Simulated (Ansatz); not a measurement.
**KNiF3: the gap against volume**

KNiF3, Pm-3m, a = 4.008 Å. The structure is a COD entry; whether it is the stable form wasn't checked. Ansatz: r2SCAN, PAW, 500 eV, Γ-centred 8×8×8 mesh on 5 atoms, Gaussian smearing 0.02 eV; collinear spin, largest moment 1.7 μB. Symmetry fixes shape and atoms, so the cell is only scaled; x = ln(V/V0) with V0 = 12.881 Å³/atom. The gap is read at the mesh points alone.

| x | gap y (eV) |
| --- | --- |
| -0.1278 | 2.172 |
| -0.0943 | 2.262 |
| -0.0619 | 2.343 |
| -0.0305 | ? |
| 0.0000 | 2.478 |
| 0.0296 | 2.533 |
| 0.0583 | 2.582 |
| 0.0953 | 2.585 |

**Question.** Fit a straight line to the other rows, give the volume deformation potential of the gap and its pressure coefficient, and predict the missing gap. B0 = 89.1 GPa.

**Answer.** Means x = -0.01440, y = 2.4221; Σ(Δx)² = 0.04096, ΣΔxΔy = 0.08009; the slope is their ratio. y = 2.4503 + 1.9552 x. The slope is the deformation potential a = dE_g/d ln V = 1.96 eV, and dE_g/dP = −a/B0 = -21.9 meV/GPa. With a term in x² added, the coefficient of x becomes 1.752, 10 % less, which shows how far this figure hangs on the form. At x = -0.0305 the fit asked for gives 2.391 eV. The run gave 2.415 eV, so the fit is 0.024 eV too low, within the rms miss on the fitted rows (0.028 eV): the form describes this series only roughly. Note that the valence top alone changes its slope among the fitted rows, as when another band takes over that edge.

The state reached may not be the lowest one. The cell holds one magnetic atom, so it can only be ferromagnetic; an antiferromagnetic order may lie lower. The gap lies between magnetic d or f levels as this functional and this order place them; the measured one can be wider, narrower or absent.

Symmetry holds off the tilts and polar distortions that many cubic perovskites undergo.

Cost: 8 runs of about 5.2 core-minutes in all, on Arm Neoverse V2 (shared hosts).